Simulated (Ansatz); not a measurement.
CdSe (zinc blende): values from a third-order Birch-Murnaghan fit to a volume scan beside measured ones. Computed values: r2SCAN (plane waves to 500 eV, PAW, scalar-relativistic; Ansatz, a quantum-chemistry and plane-wave program). CdSe was relaxed with its symmetry unable to fall. The PAW data are Ansatz's earlier set.

```csv
quantity,reference,kind
Lattice constant a (Å),6.077,"measured, room temperature or unstated"
```

References as given in: arXiv:1206.3780. Values not taken to low temperature hold thermal and zero-point shifts that a static calculation lacks, so small differences there are no errors of the method.

### Question
Estimate the r2SCAN values and the sign and size of each difference.

### Answer
| quantity | r2SCAN | difference |
|---|---|---|
| Lattice constant a (Å) | 6.134 | +0.9 % |



(A scan under strain: stresses follow from slopes of the energy per volume, elastic moduli from its curvatures.)
